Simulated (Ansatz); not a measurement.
ReW:
```
CELL_PARAMETERS angstrom
      3.14680     0.00000     0.00000
      0.00000     3.14680     0.00000
      0.00000     0.00000     3.14680
ATOMIC_POSITIONS crystal
  W  0.00000 0.00000 0.00000
  Re 0.50000 0.50000 0.50000
```

Relaxed with PBE. Special points in fractions of this cell's reciprocal vectors: Γ (0.000, 0.000, 0.000); X (0.000, 0.500, 0.000); M (0.500, 0.500, 0.000); R (0.500, 0.500, 0.500).

List the band energies nearest the Fermi level at these points for PBE in the plane-wave PAW code Ansatz.

In eV from the Fermi level; about four levels below and three above (degenerate sets whole), none deeper than 8.9 eV; points with the same levels are listed once.

| k | below | above |
|---|---|---|
| Γ | -6.48 -6.48 -2.12 -2.12 -2.12 | 1.34 1.34 4.16 4.16 4.16 |
| X | -1.71 -1.71 -0.96 -0.96 -0.10 | 1.03 1.98 3.19 |
| M | -6.94 -6.87 -4.34 -4.34 | 0.14 0.14 0.89 |
| R | -3.82 -3.82 -3.82 -3.55 -3.55 -3.55 | 1.62 1.62 2.98 2.98 |

Space group Pm-3m (CsCl type). The cell is a constructed one: a structure type filled with these elements; neither database checked (COD, Materials Project) lists it. Its standing as an ambient phase is unchecked. The cell was relaxed with PBE under the symmetry of its start; its stability against distortions is not shown here. No spin polarisation was allowed. Scalar-relativistic: spin–orbit coupling is off unless named, which matters more the heavier the elements.

Potentials: the later of the program's two PAW sets.
